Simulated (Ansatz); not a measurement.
PbS:
Space group F-43m (No. 216); a = 6.5432 Å, b = 6.5432 Å, c = 6.5432 Å, α = 90.00°, β = 90.00°, γ = 90.00°

```tsv
atom	site	symmetry	x	y	z
S	4d	-43m	0.7500	0.7500	0.7500
Pb	4a	-43m	0.0000	0.0000	0.0000
```
(The calculation used a cell of 2 atoms; values per cell refer to that cell.)

Relaxed with PBEsol. Independent-particle spectrum: no excitons, no local fields, no scissors shift; 0.1 eV broadening; ε₁ of the summed bands alone.

Problem. Tabulate the dielectric function from plane-wave PAW PBEsol (Ansatz code).

Solution. 

```
E (eV)  ε₁ xx  ε₂ xx
------  -----  -----
0.0      8.36   0.00
0.3      8.43   0.00
0.6      8.67   0.00
0.9      9.21   0.00
1.2     10.81   0.75
1.5     10.16   2.94
1.8      9.21   3.32
2.1      8.91   3.35
2.4      9.03   3.52
2.7      9.16   3.88
3.0      9.65   4.16
3.3     10.82   4.98
3.6     12.14   6.14
3.9     11.16  12.24
4.2     11.00  14.34
4.5      0.86  19.58
4.8     -4.30  13.70
5.1     -4.61  10.35
5.4     -5.18   7.92
5.7     -4.32   5.54
6.0     -3.53   4.35
6.3     -2.84   3.93
6.6     -3.25   2.91
6.9     -2.51   2.01
7.2     -1.83   1.51
7.5     -1.20   1.18
7.8     -0.55   0.98
8.1      0.27   0.97
8.4      0.88   1.44
8.7      1.78   2.42
9.0      0.13   3.95
9.3     -1.14   3.13
9.6     -1.26   2.15
9.9     -0.71   1.48
10.2    -0.26   1.94
10.5    -0.65   2.01
10.8    -0.84   1.59
11.1    -0.84   1.56
11.4    -0.77   1.14
11.7    -0.53   1.07
12.0    -0.51   0.95
```

Problem. From ε at 1.7 eV (xx: 9.44 + 3.27i), find n, k, the normal reflectivity and the absorption coefficient.

Solution. n = 3.12, k = 0.525, R = 28 %, α = 2kE/ħc = 90000 cm⁻¹.

With all bands, ε∞ without local fields is 8.46. DFPT, with local fields, gives 7.42.

The start of the workflow was typed in or built on a structure type; neither database checked (COD, Materials Project) lists it. It is not the phase usual at ambient conditions (space group No. 225). Symmetry was held in the PBEsol relaxation. At this level the phase is mechanically unstable. Scalar-relativistic: spin–orbit coupling is off unless named, which matters more the heavier the elements.

Potentials: the earlier of the program's two PAW sets. The files were generated under PBE; for other functionals the program regenerates the frozen cores, and for LDA and PBEsol the local potential too.
